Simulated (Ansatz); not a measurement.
Input:

TiNF:
```yaml
crystal:
  lattice:
    - [3.04903, 0.00000, 0.00000]
    - [0.00000, 3.92434, 0.00000]
    - [0.00000, 0.00000, 5.75011]
  atoms:
    - { symbol: Ti, position: [0.50000, 0.00000, 0.85809] }
    - { symbol: Ti, position: [0.00000, 0.50000, 0.14191] }
    - { symbol: N, position: [0.50000, 0.50000, 0.91923] }
    - { symbol: N, position: [0.00000, 0.00000, 0.08077] }
    - { symbol: F, position: [0.00000, 0.00000, 0.62717] }
    - { symbol: F, position: [0.50000, 0.50000, 0.37283] }
```

This is the r²SCAN+D4-relaxed structure. Tensor components refer to the Cartesian frame of this cell.

Question: All from DFT-r²SCAN+D4 in the program Ansatz with PAW potentials, unless another level is named. Give the Debye temperature from the elastic constants.

Answer: 558 K.

Question: And the highest zone-centre frequency (without LO–TO term)?

Answer: 669 cm⁻¹.

Question: What about the elastic constants (relaxed ions, GPa)?

Answer: C11 = 356, C22 = 339, C33 = 48.9, C12 = 94.4, C13 = 25.2, C23 = 12.1, C44 = 19.0, C55 = 29.2, C66 = 134.

Space group Pmmn. The workflow started from a Materials Project entry (that database holds measured and hypothetical structures alike); the Crystallography Open Database copy checked does not list it. Its standing as an ambient phase is unchecked. Symmetry was held in the r²SCAN+D4 relaxation; its stability against distortions is not shown here. The run is not spin-polarised.

Potentials: the later of the program's two PAW sets.
